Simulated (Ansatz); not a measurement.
Given:

Ti4P3:
Space group I-43d (No. 220); a = b = c = 7.2815 Å, α = β = γ = 90.00°

| atom | site | symmetry | x | y | z |
|---|---|---|---|---|---|
| P | 12a | -4.. | 0.0000 | 0.2500 | 0.3750 |
| Ti | 16c | .3. | 0.0695 | 0.0695 | 0.0695 |
(The calculation used a cell of 14 atoms; values per cell refer to that cell.)

This is the LDA-relaxed structure.

Task: All from LDA (plane waves, PAW; program Ansatz), unless another level is named. Predict the highest zone-centre frequency.

Result: 419 cm⁻¹.

Task: Give the bulk modulus (Birch–Murnaghan fit).

Result: 1740 kbar.

The workflow started from an entry of the Crystallography Open Database (COD). Its standing as an ambient phase is unchecked. The LDA relaxation kept the symmetry of its start; of distortions, only those at the zone centre were tested. The run is not spin-polarised. As this level gives no gap, phonon frequencies hold no LO–TO term and depend on the k-mesh and smearing (Fermi–Dirac, 0.1 eV here).

Potentials: the later of the program's two PAW sets.
